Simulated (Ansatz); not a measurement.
WC:
```yaml
crystal:
  lattice:
    - [2.89863, 0.00000, 0.00000]
    - [-1.44931, 2.51029, 0.00000]
    - [0.00000, 0.00000, 2.82747]
  atoms:
    - { symbol: W, position: [0.00000, 0.00000, 0.00000] }
    - { symbol: C, position: [0.66667, 0.33333, 0.50000] }
```

Relaxed with PBEsol. Special points in fractions of this cell's reciprocal vectors: Γ (0.000, 0.000, 0.000); M (0.500, 0.000, 0.000); K (0.333, 0.333, 0.000); A (0.000, 0.000, 0.500); L (0.500, 0.000, 0.500); H (0.333, 0.333, 0.500).

### Question
List the band energies nearest the Fermi level at these points for DFT-PBEsol with spin–orbit coupling in the program Ansatz with PAW potentials.

### Answer
In eV from the Fermi level; about four levels below and three above (degenerate sets whole), none deeper than 8.9 eV; points with the same levels are listed once.

| k | below | above |
|---|---|---|
| Γ | -3.56 -3.56 -3.26 -3.26 | 0.05 0.05 3.07 3.07 |
| M | -3.64 -3.64 -0.48 -0.48 | 2.35 2.35 4.43 4.43 |
| K | -4.98 -4.35 -3.58 -3.44 | 0.37 0.71 0.76 |
| A | -0.88 -0.88 -0.32 -0.32 | 3.64 3.64 4.53 4.53 |
| L | -4.41 -4.41 -4.26 -4.26 | 0.25 0.25 4.45 4.45 |
| H | -1.86 -1.60 -0.72 -0.52 | 4.36 4.43 6.42 |

Space group P-6m2. Symmetry was held in the PBEsol relaxation. The run is not spin-polarised.

Potentials: the earlier of the program's two PAW sets. The files were generated under PBE; for other functionals the program regenerates the frozen cores, and for LDA and PBEsol the local potential too.
